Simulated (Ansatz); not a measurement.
The cell below belongs to a search over invented structures; it isn't taken from experiment.

Input and command of a plane-wave DFT calculation in Ansatz:

```yaml
crystal:
  lattice:
    - [-3.1607552429, 5.0663247741, 3.1451709178]
    - [3.1607552429, -5.0663247741, 3.1451709178]
    - [3.1607552429, 5.0663247741, -3.1451709178]
  atoms:
    - { symbol: Cd, position: [0.25, 0.25, 0.0] }
    - { symbol: Cd, position: [0.75, 0.75, 0.0] }
    - { symbol: In, position: [0.1524788377, 0.5394897818, 0.6919686196] }
    - { symbol: In, position: [0.3475211623, 0.0394897818, 0.3870109441] }
    - { symbol: In, position: [0.6524788377, 0.9605102182, 0.6129890559] }
    - { symbol: In, position: [0.8475211623, 0.4605102182, 0.3080313804] }
    - { symbol: O, position: [0.1436163629, 0.8912286918, 0.0348450547], spin: 1.0 }
    - { symbol: O, position: [0.6436163629, 0.6087713082, 0.2523876711], spin: 1.0 }
    - { symbol: O, position: [0.3563836371, 0.3912286918, 0.7476123289], spin: 1.0 }
    - { symbol: O, position: [0.8563836371, 0.1087713082, 0.9651549453], spin: 1.0 }
basis:
  ecutwfc: 420
kpoints:
  mp_grid: { grid: [4, 4, 4] }
hamiltonian:
  xc: pbe
scf:
  occupations: { method: gaussian, width: 0.1 }
  lower_state_search: "off"
output:
  forces: true
  stress: true
  eigenvalues: true
  populations: true
magnetization:
  spin_polarized: true
```

```bash
ansatz run input.yaml --threads 1 --pin off --max-ram 2560MiB --backend cpu --events-out ev --progress --plain --runs-dir out
```

Processor: Arm Neoverse V2, 1 thread, on a host shared with other jobs.

Question: How long does it run, and how much memory does it take?

Answer: About 60 s, peak memory 0.73 GiB. It solves 72 bands at 18 k points (after reduction by symmetry) with about 3929 plane waves, in 15 SCF iterations.
